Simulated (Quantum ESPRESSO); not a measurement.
pw.x input (Quantum ESPRESSO 7.5; PBEsol, PseudoDojo standard norm-conserving files, fully relativistic):

```
&CONTROL
  calculation = 'scf'
  pseudo_dir = './pseudo'
  outdir = './out'
  tprnfor = .true.
  tstress = .true.
/
&SYSTEM
  ibrav = 0
  nat = 5
  ntyp = 3
  ecutwfc = 88.0
  ecutrho = 352.0
  occupations = 'smearing'
  smearing = 'fd'
  degauss = 0.002
  nbnd = 48
  noncolin = .true.
  lspinorb = .true.
/
&ELECTRONS
  conv_thr = 5e-10
/
ATOMIC_SPECIES
O 15.9990 O.upf
Na 22.9898 Na.upf
Br 79.9040 Br.upf
CELL_PARAMETERS angstrom
  4.533130000000   0.000000000000   0.000000000000
  0.000000000000   4.533130000000   0.000000000000
  0.000000000000   0.000000000000   4.533130000000
ATOMIC_POSITIONS crystal
O   0.500000000000   0.500000000000   0.500000000000
Na   0.000000000000   0.500000000000   0.500000000000
Na   0.500000000000   0.000000000000   0.500000000000
Na   0.500000000000   0.500000000000   0.000000000000
Br   0.000000000000   0.000000000000   0.000000000000
K_POINTS automatic
6 6 6 0 0 0
```

End of the output:

```

[...]
     the Fermi energy is     4.3300 ev
!    total energy              =    -338.52946945 Ry
     estimated scf accuracy    <          2.4E-10 Ry
     smearing contrib. (-TS)   =      -0.00000000 Ry
     internal energy E=F+TS    =    -338.52946945 Ry
     The total energy is F=E-TS. E is the sum of the following terms:
     one-electron contribution =    -223.92646216 Ry
     hartree contribution      =     123.57812428 Ry
     xc contribution           =     -59.29834741 Ry
     ewald contribution        =    -178.88278416 Ry
     convergence has been achieved in  12 iterations
     Forces acting on atoms (cartesian axes, Ry/au):
     atom    1 type  1   force =     0.00000000    0.00000000    0.00000000
     atom    2 type  2   force =     0.00000000    0.00000000    0.00000000
     atom    3 type  2   force =     0.00000000    0.00000000    0.00000000
     atom    4 type  2   force =     0.00000000    0.00000000    0.00000000
     atom    5 type  3   force =     0.00000000    0.00000000    0.00000000
     Total force =     0.000000     Total SCF correction =     0.000000
     Computing stress (Cartesian axis) and pressure
          total   stress  (Ry/bohr**3)                   (kbar)     P=        2.47
   0.00001682   0.00000000   0.00000000            2.47        0.00        0.00
   0.00000000   0.00001682   0.00000000            0.00        2.47        0.00
   0.00000000   0.00000000   0.00001682            0.00        0.00        2.47
```
In a gapped system the printed Fermi energy is only some level inside the gap.

Geometry of the Materials Project entry, not relaxed at this level.
